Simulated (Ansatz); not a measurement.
Input file for Ansatz (a program for electronic structure):

Ansatz 0.2 input:
```yaml
crystal:
  lattice:
    - [2.1246976951, 1.2266947862, 6.9700559597]
    - [-2.1246976951, 1.2266947862, 6.9700559597]
    - [0.0, -2.4533895724, 6.9700559597]
  atoms:
    - { symbol: Ga, position: [0.8824645793, 0.8824645793, 0.8824645793] }
    - { symbol: Ga, position: [0.3682452606, 0.3682452606, 0.3682452606] }
    - { symbol: Bi, position: [0.4993943557, 0.4993943557, 0.4993943557] }
    - { symbol: As, position: [0.9999058044, 0.9999058044, 0.9999058044] }
kpoints:
  mp_grid: { grid: [11, 11, 11] }
hamiltonian:
  xc: r2scan
  pseudopotentials: { kind: paw }
scf:
  occupations: { method: gaussian, width: 0.05 }
checkpoint: { read: metal.run }
output: { write_density: true, elf: true, volumetric_format: npy }
basis: { fft_grid_basis: typed }
```

Output (shortened):

```
Pseudopotential: Ga, paw, valence charge 13
Pseudopotential: Bi, paw, valence charge 15
Pseudopotential: As, paw, valence charge 15
Functional definition: r2SCAN
Crystal: 4 atoms, lattice volume = 108.999 Å³
Basis set: ecut = 500 eV, 2803 PW (Γ), exchange–correlation on 216×216×216 points (64 copies of the dense FFT grid, shifted against one another)
Bands: 34, of which v1, the nominal top of the filled ones, is band 28 counted from 1 (27 counted from 0)
Symmetry: 6 space group operations
Space group: R3m (ITA 160), of the structure as read, at distance tolerance 4.8e-5 Å
k-points: 146 of 1331 (time reversal used)
Stability of the state it starts from, as read at its close in the unpolarized treatment …
iter 1 solved again at ethr=3.23e-8 eV; its pass at ethr=3.10e-3 eV (dr2=1.81e-5 eV) is discarded
SCF iter   1: F=—  HF=-24856.822035 eV  |F-HF|=—  |Δ(HF+E_count)|=         —  Δρ=2.71e-7  dr2=9.11e-11  dr2_τ=1.73e-12  ethr=3.23e-8  ⟨swp⟩=3.4  Hψ=35548  notcnv=0
preconditioner: auto → Kerker (q_TF=auto, 2.442 Å⁻¹)
SCF iter   2: F=-24856.822035 eV  HF=-24856.822035 eV  |F-HF|=0.00e0  |Δ(HF+E_count)|=   1.41e-8  Δρ=1.35e-7  dr2=2.82e-11  dr2_τ=1.61e-12  ethr=1.00e-12  ⟨swp⟩=7.6  Hψ=22401  notcnv=0
SCF 1 converged in 2 iterations: F = -24856.822035 eV  dr2 = 2.82e-11
SCF converged after 2 iterations
Free energy (F): -24856.822035 eV
Harris-Foulkes:  -24856.822035 eV  (|F-HF|=0.00e0)
Internal energy: -24856.821716 eV  (E = F + TS)
E sigma→0 (E₀):  -24856.821875 eV
Entropy (-TS):   -0.000318 eV (-0.080 meV/atom)
Fermi energy:    8.040634 eV
--- Per-component energies (eV) ---
  E_band       = -558.132069
  E_kinetic    = 634.458157
  E_local      = -7914.912839  (includes V_loc(G=0)·N_el)
  E_nonlocal   = 742.288329
  E_hartree    = 3620.253217
  E_xc         = -337.772172
  E_vxc        = -357.307659  (∫ρ·V_xc dr)
  E_paw        = -16543.978791  (= ΣΔE_a)
  E_vpaw       = -924.694453  (= ΣTr[D̂ρ^β])
  E_aug_tail   = -0.000377  (compensation charges beyond the density's cutoff)
  E_vtau       = 21.530356  (kinetic-family band-sum trace: ∫τ·v_τ [+ j·A + Jᵃ·Aᵃ] dr)
  E_ewald      = -5055.269239
  E_core_change = -1.888000  (= ΣΔE_core)
  E_smearing   = -0.000318  (= −TS)
  E_closure    = 0.000000  (closes the sum)
  Σ components = -24856.822035   (vs F -24856.822035, Δ=0.00e0)
  [band-id]    e_kinetic+e_local+e_nonlocal+2·e_hartree+e_vxc+e_vpaw+e_augmentation_tail+e_vtau = -558.132053   (vs E_band -558.132069, Δ=1.67e-5)
--- Band table (eV; the first three rows and the last of 146) ---
  k-point 0: bands = ["-28.6564", "-28.6564", "-28.6449", "-28.6386", "-28.6386", "-15.2790", "-15.2768", "-15.2768", "-15.2221", "-15.2221", "-8.0277", "-7.9880", "-7.9880", "-7.9436", "-7.9436", "-7.6151", "-7.5617", "-7.5617", "-7.5138", "-7.5138", …
  k-point 1: bands = ["-28.6564", "-28.6563", "-28.6449", "-28.6386", "-28.6386", "-15.2787", "-15.2766", "-15.2758", "-15.2224", "-15.2211", "-8.0279", "-7.9896", "-7.9867", "-7.9442", "-7.9434", "-7.6145", "-7.5653", "-7.5604", "-7.5149", "-7.5143", …
  k-point 2: bands = ["-28.6564", "-28.6562", "-28.6448", "-28.6387", "-28.6386", "-15.2802", "-15.2736", "-15.2731", "-15.2233", "-15.2184", "-8.0296", "-7.9925", "-7.9833", "-7.9455", "-7.9424", "-7.6145", "-7.5732", "-7.5569", "-7.5175", "-7.5154", …
  k-point 145: bands = ["-28.6564", "-28.6563", "-28.6449", "-28.6386", "-28.6386", "-15.2786", "-15.2765", "-15.2758", "-15.2224", "-15.2211", "-8.0279", "-7.9892", "-7.9865", "-7.9440", "-7.9431", "-7.6179", "-7.5650", "-7.5607", "-7.5149", "-7.5143", …
```

Cost: about 80 core-seconds (a rough figure) on shared cores.

The first step of the workflow began from a Materials Project structure, measured or hypothetical; the Crystallography Open Database copy checked does not list it. Whether it is the stable phase at ambient conditions was not checked. The r²SCAN relaxation kept the symmetry of its start; its stability against distortions is not shown here. A small band overlap can be real or an error of a semilocal functional. Spin–orbit coupling is left out wherever it is not named.

Potentials: the later of the program's two PAW sets.

Ansatz is a plane-wave DFT program.
